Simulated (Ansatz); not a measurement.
Slab of hcp Co (10-10), 6 layers

The slab is cut from the hcp crystal, the stable phase, as relaxed on PAW files (10.01 Å³/atom), with 16 Å of vacuum and a dipole correction:

```
CELL_PARAMETERS angstrom
2.42955 0.00000 0.00000
0.00000 3.91812 0.00000
0.00000 0.00000 20.90940
ATOMIC_POSITIONS crystal
Co 0.75000 0.75000 0.38260
Co 0.25000 0.25000 0.41614
Co 0.25000 0.75000 0.48323
Co 0.75000 0.25000 0.51677
Co 0.75000 0.75000 0.58386
Co 0.25000 0.25000 0.61740
```

Computed with Ansatz 0.2.0; functional LDA, scalar-relativistic. Settings: a Γ-centred 15×9×1 k mesh, Fermi–Dirac smearing of 0.05 eV, spin-polarised from start moments Co1 1.7, Co2 1.7, Co3 1.7, Co4 1.7, Co5 1.7, Co6 1.7 μB. Methods: LAPW: all electrons, basis error target 1 meV/atom; PAW: frozen-core files, cutoff 420 eV.

The bulk energy comes from a cell in the slab's orientation on a 15×9×9 mesh. The surface energy is (E(slab) − N·E(bulk))/2A at zero smearing, the mean of both faces; thin slabs carry quantum-size effects.

Other magnetic orders may lie lower. The PAW files were made under PBE. The cell is 1×1, so reconstructions are forbidden.

Problem. As cut, the LAPW slab lies 3.573 eV above 6 atoms of bulk. What surface energy is that?

Solution. Over two faces of 9.52 Å² it is 187.7 meV/Å², and times 16.02 J/m² per eV/Å² that gives γ = 3.007 J/m².

| method | γ as cut (J/m²) | γ relaxed (J/m²) | Φ as cut (eV) | Φ relaxed (eV) |
| --- | --- | --- | --- | --- |
| LAPW | 3.007 | 2.962 | 5.06 | 5.13 |

Problem. How do the spacings between the planes relax?

Solution. From the bottom face up: d12 -15.5 % of 0.701 Å, d23 +2.6 % of 1.403 Å, d34 -3.5 % of 0.701 Å, d45 +2.6 % of 1.403 Å, d56 -15.5 % of 0.701 Å.

Problem. How do the moments vary through the slab?

Solution. Co1 1.75, Co2 1.62, Co3 1.64, Co4 1.64, Co5 1.62, Co6 1.75 μB in the LAPW spheres; the bulk has Co 1.55 μB.
